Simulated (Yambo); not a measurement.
Yambo run on AgNO₃ (space group R3m, No. 160). The wavefunctions are norm-conserving PBEsol (Quantum ESPRESSO, 84 Ry, with spin-orbit coupling) ones on a 4×4×4 mesh (42 occupied bands); a = b = c = 4.073 Å, α = β = γ = 78.42°.

Yambo input:

```
rim_cut
HF_and_locXC
RandQpts= 1000000
RandGvec= 1 Ry
EXXRLvcs= 84 Ry
VXCRLvcs= 336 Ry
% QPkrange
 1 | 1 | 42 | 43 |
 3 | 3 | 42 | 43 |
 7 | 7 | 42 | 43 |
 13 | 13 | 40 | 44 |
%
```

k points by index: 1 = Γ, 3 = L, 7 = F, 13 = Z.

Resulting energies as the program prints them:

```
#    K-point    Band    Eo [eV]    Ehf [eV]    Vxc [eV]    Vnlxc [eV]
#
    1    42    -0.732511    -7.134439    -23.62618    -30.02811
    1    43    1.971466    6.664910    -12.14167    -7.448229
    3    42    0.000000    -6.342931    -23.14655    -29.48948
    3    43    2.946039    7.824435    -18.88052    -14.00212
    7    42    -0.209963    -6.549040    -22.93019    -29.26927
    7    43    2.866063    7.757971    -19.06195    -14.17004
    13    40    -0.722504    -7.046308    -23.72654    -30.05034
    13    41    -0.567252    -6.870716    -20.67798    -26.98145
    13    42    -0.567252    -6.870716    -20.67798    -26.98145
    13    43    1.569917    6.199565    -15.70231    -11.07266
    13    44    1.569917    6.199565    -15.70231    -11.07266
```
Exchange alone, without screening.

Geometry relaxed with PBE+D3(BJ).
